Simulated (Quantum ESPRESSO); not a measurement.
**S in SrO: quadrupolar couplings**

Host, cell and atoms relaxed with PBE and no dispersion term (field gradients by a PBE PAW density (pw.x of a modified build of Quantum ESPRESSO, JTH datasets) with the all-electron reconstruction of Petrilli and co-workers, 22.5 Ha, k-mesh 5×5×5 through Γ):

```json
[
 {"site": "Sr (atoms 1, 3, 5, 7)", "site symmetry": "m-3m", "Vzz (10²¹ V/m²)": "0", "η_Q": "–", "∣C_Q∣ (MHz)": "0 (⁸⁷Sr)"},
 {"site": "O (atoms 2, 4, 6, 8)", "site symmetry": "m-3m", "Vzz (10²¹ V/m²)": "0", "η_Q": "–", "∣C_Q∣ (MHz)": "0 (¹⁷O)"}
]
```

Its cell: a = 5.1907 Å, b = 5.1907 Å, c = 5.1907 Å, α = 90.00°, β = 90.00°, γ = 90.00°.

Changed cell (atom 2 is the new one; 22.5 Ha, k-mesh 5×5×5 through Γ):

```
CELL_PARAMETERS angstrom
      5.47901     0.00000     0.00000
      0.00000     5.47901     0.00000
      0.00000     0.00000     5.47901
ATOMIC_POSITIONS crystal
  Sr 0.50000 0.00000 0.00000
  S  0.00000 0.00000 0.00000
  Sr 0.50000 0.50000 0.50000
  O  0.00000 0.50000 0.50000
  Sr 0.00000 0.00000 0.50000
  O  0.50000 0.00000 0.50000
  Sr 0.00000 0.50000 0.00000
  O  0.50000 0.50000 0.00000
```
The cell was made here from a computed Materials Project entry: one of 4 O replaced by S, cell and atoms relaxed (PBE without dispersion, pw.x of Quantum ESPRESSO, symmetry kept). The parent is SrO in Fm-3m. The swapped cell is a model, not a known phase. Stability against distortions was not tested.

Quadrupole moments taken as inputs (sizes, barn, from the tables of PySCF and pymatgen): ⁸⁷Sr 0.305, ¹⁷O 0.0256, ³³S 0.0678.

Convention: |Vzz| is the largest principal value, η_Q = (Vxx − Vyy)/Vzz, |C_Q| = |eQVzz/h|. Cores are frozen. Sr had no test against all-electron runs.

Task: What do the sites of the changed cell show?

Result: 
| site | distance to atom 2 (Å) | Vzz (10²¹ V/m²) | η_Q | ∣C_Q∣ (MHz) |
|---|---|---|---|---|
| Sr1 (atoms 1, 5, 7) | 2.74 | -5.58 | 0.00 | 41.2 |
| S (atom 2) | – | 0 | – | 0 |
| Sr2 (atom 3) | 4.74 | 0 | – | 0 |
| O (atoms 4, 6, 8) | 3.87 | under 0.2 | – | under 0.12 |
The swap repeats in every cell, so this is an ordered compound and not a dilute impurity.
